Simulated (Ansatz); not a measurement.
LiInIr: clamped-ion strain scan

Method: DFT PBEsol, scalar-relativistic, plane waves, PAW (Ansatz 0.2.0). Settings: plane waves to 420 eV, k-mesh 12×12×16 (Γ-centred), Gaussian smearing 0.15 eV. Spin–orbit coupling is left out, which can shift energies with elements as heavy as these. No spin polarisation. Energies are free energies at this smearing, counted from the undisturbed cell; pressure is positive in compression.

Reference structure (relaxed at this level; it needn't be the usual structure):

```yaml
crystal:
  lattice:
    - [4.27847, 0.00000, 0.00000]
    - [-2.13924, 3.70526, 0.00000]
    - [0.00000, 0.00000, 2.87748]
  atoms:
    - { symbol: Li, position: [0.00000, 0.00000, 0.00000] }
    - { symbol: In, position: [0.33333, 0.66667, 0.50000] }
    - { symbol: Ir, position: [0.66667, 0.33333, 0.00000] }
```

The cell is strained by ε times the Voigt pattern (1, 1, 0, 0, 0, 0) (xx, yy, zz, yz, xz, xy; engineering shear) with fractional coordinates fixed. The cell is metallic on the mesh throughout.

| ε | ΔE (meV/atom) | stress summed along the pattern (GPa, tension positive) | pressure (GPa) |
| --- | --- | --- | --- |
| -0.1500 | 996.9 | -205.90 | 89.2 |
| -0.1125 | 495.5 | -123.79 | 53.3 |
| -0.0750 | 195.1 | -66.33 | 28.5 |
| -0.0375 | 43.5 | -26.77 | 11.5 |
| 0.0000 | 0.0 | -0.15 | 0.0 |
| 0.0375 | 32.8 | 16.81 | -7.5 |
| 0.0750 | 117.3 | 27.17 | -12.3 |
| 0.1125 | 235.6 | 32.98 | -15.1 |
| 0.1312 | 303.0 | 34.61 | -16.0 |
| 0.1500 | 374.6 | 35.62 | -16.6 |

Cost: 10 runs of about 2.6 core-minutes in all, on Arm Neoverse V1 (shared hosts).